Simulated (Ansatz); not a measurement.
Here is the system:

Ga₂O₃:
```xyz
5
Lattice="1.4811 0.8551 6.8746 -1.4811 0.8551 6.8746 0.0000 -1.7102 6.8746" Properties=species:S:1:pos:R:3 pbc="T T T"
Ga     0.0000     0.0000     8.2554
Ga     0.0000     0.0000    12.3684
O      0.0000     0.0000     0.0000
O      0.0000     0.0000     4.7719
O      0.0000     0.0000    15.8519
```

This is the LDA-relaxed structure. x, y and z are the axes in which the lattice vectors are written.

**Question.** All from LDA (plane waves, PAW; program Ansatz), unless another level is named. Give the band gap.

**Answer.** 2.65 eV (direct).

**Question.** Next, the hole effective mass?

**Answer.** 0.31 along z (mₑ).

**Question.** Predict the weight of the conduction-edge state by species (Voronoi cells).

**Answer.** O 60 %, Ga 40 %.

**Question.** And the weight of the valence-edge state by species (Voronoi cells)?

**Answer.** O 96 %, Ga 4 %.

Space group R-3m. A made-up cell: these elements were put on the sites of a structure type; neither database checked (COD, Materials Project) lists it. It is not the phase usual at ambient conditions (space group No. 12, 167). Symmetry was held in the LDA relaxation. At this level the phase is dynamically unstable (imaginary phonons). A crystal of weakly bound layers computed without a dispersion correction: the cell and the soft elastic constants depend strongly on that. Scalar-relativistic: spin–orbit coupling is off unless named, which matters more the heavier the elements.

Potentials: the earlier of the program's two PAW sets.
